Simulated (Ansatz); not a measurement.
ZrIr:
```
ZrIr
1.0
    3.26838     0.00000     0.00000
    0.00000     3.26838     0.00000
    0.00000     0.00000     3.26838
Zr Ir
1 1
Direct
  0.50000   0.50000   0.50000
  0.00000   0.00000   0.00000
```

Relaxed with PBEsol.

Which orbitals make up the states near the Fermi level in the program Ansatz at the PBEsol level (PAW)?

Within 0.5 eV of the Fermi level: Ir 5d 44 %, Zr 4d 42 %, Zr 5s 5 %. Projections are on Löwdin-orthogonalised atomic valence shells; empty p or d shells of many metals are not among them.

Tabulate the density of states.

States/eV per cell of 2 atoms, in 0.25 eV bins, energy from the Fermi level.

```csv
E (eV),total,Ir 5d,Zr 4d,Ir 6s
-7.85,0.10,0.00,0.00,0.04
-7.60,0.13,0.00,0.00,0.05
-7.35,0.16,0.00,0.00,0.06
-7.10,0.19,0.00,0.00,0.07
-6.85,0.23,0.01,0.01,0.09
-6.60,0.28,0.01,0.01,0.11
-6.35,0.35,0.02,0.03,0.14
-6.10,0.73,0.13,0.18,0.23
-5.85,1.33,0.32,0.39,0.39
-5.60,1.35,0.38,0.40,0.39
-5.35,1.81,0.72,0.51,0.41
-5.10,1.85,0.92,0.57,0.22
-4.85,2.27,1.33,0.67,0.09
-4.60,3.03,1.93,0.78,0.06
-4.35,2.52,1.66,0.58,0.03
-4.10,1.87,1.19,0.44,0.04
-3.85,4.46,3.28,1.04,0.04
-3.60,4.22,3.15,0.93,0.05
-3.35,2.71,2.01,0.57,0.05
-3.10,3.03,2.30,0.51,0.11
-2.85,4.16,3.19,0.63,0.16
-2.60,3.39,2.53,0.58,0.10
-2.35,2.16,1.42,0.46,0.08
-2.10,2.35,1.63,0.44,0.06
-1.85,1.07,0.45,0.37,0.05
-1.60,0.71,0.28,0.23,0.04
-1.35,0.56,0.24,0.17,0.03
-1.10,0.48,0.20,0.17,0.03
-0.85,0.47,0.21,0.18,0.02
-0.60,0.57,0.30,0.21,0.02
-0.35,1.72,1.05,0.51,0.09
-0.10,1.90,0.93,0.71,0.10
0.15,2.06,0.80,0.95,0.06
0.40,2.31,0.73,1.22,0.04
0.65,2.47,0.70,1.53,0.04
0.90,2.93,0.73,1.94,0.06
1.15,2.67,0.59,1.75,0.08
1.40,2.86,0.64,1.91,0.10
1.65,2.78,0.53,1.92,0.12
1.90,1.55,0.22,1.22,0.03
2.15,1.17,0.17,0.91,0.02
2.40,0.91,0.13,0.69,0.02
2.65,0.80,0.12,0.59,0.02
2.90,0.80,0.12,0.59,0.02
3.15,1.05,0.14,0.80,0.03
3.40,1.49,0.21,1.15,0.04
3.65,2.18,0.32,1.69,0.05
3.90,2.13,0.32,1.63,0.05
4.15,1.87,0.29,1.42,0.04
4.40,1.47,0.21,1.09,0.06
4.65,0.68,0.08,0.45,0.04
```

Space group Pm-3m (CsCl type). The workflow started from an entry of the Crystallography Open Database (COD). Whether it is the stable phase at ambient conditions was not checked. Symmetry was held in the PBEsol relaxation. At this level the phase is mechanically unstable. The run is not spin-polarised. Spin–orbit coupling is left out wherever it is not named.

Potentials: the later of the program's two PAW sets.
